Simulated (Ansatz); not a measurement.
Input for Ansatz (plane-wave DFT, PAW):

```yaml
crystal:
  lattice:
    - [4.2271626608, 0.0, 0.0]
    - [0.0, 4.2271626608, 0.0]
    - [0.0, 0.0, 4.2271626608]
  atoms:
    - { symbol: Ba, position: [0.0, 0.0, 0.0] }
    - { symbol: Zr, position: [0.5, 0.5, 0.5] }
    - { symbol: O, position: [0.0, 0.5, 0.5] }
    - { symbol: O, position: [0.5, 0.0, 0.5] }
    - { symbol: O, position: [0.5, 0.5, 0.0] }
basis:
  ecutwfc: 420
kpoints:
  mp_grid: { grid: [6, 6, 6] }
  band_path:
    path:
      - [[0.0, 0.0, 0.0], [0.0, 0.5, 0.0], [0.5, 0.5, 0.0], [0.0, 0.0, 0.0], [0.5, 0.5, 0.5], [0.0, 0.5, 0.0]]
      - [[0.5, 0.5, 0.5], [0.5, 0.5, 0.0]]
    npoints: 14
hamiltonian:
  xc: pbe
scf:
  occupations: { method: gaussian, width: 0.02 }
  n_extra_bands: 12
output:
  forces: true
  stress: true
  eigenvalues: true
  populations: true
  dos: { projected: true, de: 0.02, nscf_kmesh: { grid: [9, 9, 9] } }
  bader: true
  write_density: true
  write_potential: true
  elf: true
  volumetric_format: npy
```

Command:
```bash
ansatz run input.yaml --threads 2 --pin off --max-ram 5120MiB --backend cpu --events-out ev --progress --plain --runs-dir out
```

All numbers below come from DFT PBE, scalar-relativistic, plane waves, PAW in Ansatz.

Abridged output:

```
scf.n_extra_bands = 12 over 20 filled bands (N_el = 40.0): the run solves 32 bands
Pseudopotentials: kind: paw
Pseudopotential: Ba, paw, valence charge 10, recommended cutoff 420 eV (normal)
Pseudopotential: Zr, paw, valence charge 12, recommended cutoff 420 eV (normal)
Pseudopotential: O, paw, valence charge 6, recommended cutoff 420 eV (normal)
Functional definition: PBE
Crystal: 5 atoms, lattice volume = 75.535 Å³
Basis set: ecut = 420 eV, 1419 PW (Γ), exchange–correlation on 60×60×60 points (8 copies of the dense FFT grid, shifted against one another)
Bands: 32, of which v1, the nominal top of the filled ones, is band 20 counted from 1 (19 counted from 0)
Symmetry: 48 space group operations
Space group: Pm-3m (ITA 221), of the structure as read, at distance tolerance 4.2e-5 Å
k-points: 20 of 216
Initial density: superposition of atomic densities (neutral atoms: chi_scale 0, normalization atom), corrected by the library's trained network
Initial wavefunctions: pseudopotential atomic-orbital guess
Functional: x = pbe(κ = 0.804, μ = 0.21951497), c = pbe(β = 0.06672455)
SCF iter   1: F=—  HF=-11844.694227 eV  |F-HF|=—  |Δ(HF+E_count)|=         —  Δρ=8.18e-4  dr2=4.05e-4  ethr=1.77e-3  ⟨swp⟩=7.0  Hψ=3462  notcnv=0  defer=12
SCF iter   2: F=—  HF=-11844.694530 eV  |F-HF|=—  |Δ(HF+E_count)|=   3.03e-4  Δρ=8.10e-4  dr2=3.98e-4  ethr=1.01e-6  ⟨swp⟩=2.2  Hψ=1266  notcnv=0  defer=75
SCF iter   3: F=—  HF=-11844.694525 eV  |F-HF|=—  |Δ(HF+E_count)|=   5.49e-6  Δρ=4.39e-4  dr2=1.21e-4  ethr=9.95e-7  ⟨swp⟩=1.0  Hψ=527  notcnv=0  defer=75
SCF iter   4: F=—  HF=-11844.694551 eV  |F-HF|=—  |Δ(HF+E_count)|=   2.64e-5  Δρ=5.95e-5  dr2=1.72e-6  ethr=3.01e-7  ⟨swp⟩=2.0  Hψ=718  notcnv=0  defer=75
SCF iter   5: F=—  HF=-11844.694519 eV  |F-HF|=—  |Δ(HF+E_count)|=   3.24e-5  Δρ=2.28e-5  dr2=2.58e-7  ethr=4.29e-9  ⟨swp⟩=2.9  Hψ=1079  notcnv=0  defer=75
SCF iter   6: F=-11844.694519 eV  HF=-11844.694519 eV  |F-HF|=1.66e-10  |Δ(HF+E_count)|=   3.90e-8  Δρ=6.18e-6  dr2=1.50e-8  ethr=2.50e-10  ⟨swp⟩=14.8  Hψ=4863  notcnv=0
SCF 1 converged in 6 iterations: F = -11844.694519 eV  dr2 = 1.50e-8
SCF converged after 6 iterations
Free energy (F): -11844.694519 eV
Harris-Foulkes:  -11844.694519 eV  (|F-HF|=1.66e-10)
Internal energy: -11844.694519 eV  (E = F + TS)
E sigma→0 (E₀):  -11844.694519 eV
Fermi energy:    11.089241 eV
--- Per-component energies (eV) ---
  E_band       = -105.375372
  E_kinetic    = 1030.803154
  E_local      = -1968.955803  (includes V_loc(G=0)·N_el)
  E_nonlocal   = 275.797937
  E_hartree    = 696.134707
  E_xc         = -555.430158
  E_vxc        = -614.594659  (∫ρ·V_xc dr)
  E_paw        = -8652.102897  (= ΣΔE_a)
  E_vpaw       = -220.700893  (= ΣTr[D̂ρ^β])
  E_aug_tail   = 0.007393  (compensation charges beyond the density's cutoff)
  E_ewald      = -2670.948851
  E_smearing   =  0.000000  (= −TS)
--- Forces (eV/Å), atoms counted from 1 ---
  atom   1  Ba     0.00000000     0.00000000     0.00000000
  atom   2  Zr     0.00000000     0.00000000     0.00000000
  atom   3  O      0.00000000     0.00000000     0.00000000
  atom   4  O      0.00000000     0.00000000     0.00000000
  atom   5  O      0.00000000     0.00000000     0.00000000
--- Stress (GPa, compression-positive) ---
        0.005722       0.000000       0.000000
        0.000000       0.005722       0.000000
        0.000000       0.000000       0.005722
  P = ⅓ Tr σ = 0.0057 GPa (0.057 kbar)
--- Band table (eV; the first three rows and the last of 20) ---
  k-point 0: bands = ["-37.6420", "-15.7727", "-15.7727", "-15.7727", "-15.7600", "-6.7956", "-6.5041", "-6.5041", "-0.8995", "-0.8995", "-0.8995", "8.0333", "8.0333", "8.0333", "8.5385", "8.5385", "8.5385", "9.2749", "9.2749", "9.2749", "12.6791", "12.6791", "12.6791", "14.2108", "14.2108", "15.2509", "16.7090", "16.7090", "17.9145", "17.9145", "17.9145", "19.7766"]
  k-point 1: bands = ["-37.6413", "-15.9008", "-15.7712", "-15.7712", "-15.6744", "-6.7955", "-6.4991", "-6.3386", "-0.8833", "-0.8833", "-0.8556", "7.5982", "7.9554", "7.9554", "8.3081", "8.3081", "8.3651", "8.6567", "9.1871", "9.1871", "12.7569", "13.2532", "13.2532", "14.6094", "14.6274", "15.8182", "16.7089", "17.5103", "17.6040", "18.0042", "18.0042", "19.9069"]
  k-point 2: bands = ["-37.6400", "-16.0371", "-15.7681", "-15.7681", "-15.6186", "-6.8841", "-6.4890", "-5.8899", "-0.8507", "-0.8507", "-0.7688", "6.4976", "7.7678", "7.7678", "7.9494", "7.9494", "7.9937", "8.0606", "9.0763", "9.0763", "12.9300", "14.4027", "14.4027", "15.4446", "15.5603", "16.7008", "17.0588", "17.1187", "18.0402", "18.0402", "18.7806", "19.6483"]
  k-point 19: bands = ["-37.6341", "-15.9771", "-15.9771", "-15.9771", "-15.6448", "-5.6569", "-5.6569", "-5.6569", "-1.3463", "-1.3463", "-1.3463", "5.8663", "5.8663", "6.0420", "7.0201", "7.0201", "7.0201", "9.4993", "9.4993", "9.4993", "15.4654", "15.4654", "15.4654", "16.2797", "16.2797", "16.2797", "18.5816", "18.5816", "19.5292", "19.5292", "19.5292", "19.6720"]
--- Löwdin populations: 5 sites ---
  site symbol q [e]
     0     Ba      8.2096
     1     Zr     10.7688
     2      O      6.8815
     3      O      6.8815
     4      O      6.8815
  spilling = 0.009425 (of n_electrons = 40.000000)
--- Bader charges: 5 sites ---
  site symbol charge [e]  shift [e]
     0     Ba      1.5375     0.0000
     1     Zr      2.5464     0.0006
     2      O     -1.3613     0.0002
     3      O     -1.3613     0.0002
     4      O     -1.3613     0.0002
  estimated error of the sums over rays = 4.1e-4 e
```

The calculation finished and met its thresholds.

Time: 32 s on 2 threads of Arm Neoverse N1, with other jobs on the host, peak memory 0.4 GiB.

Spin-orbit coupling is left out, which matters for the bands of heavy elements.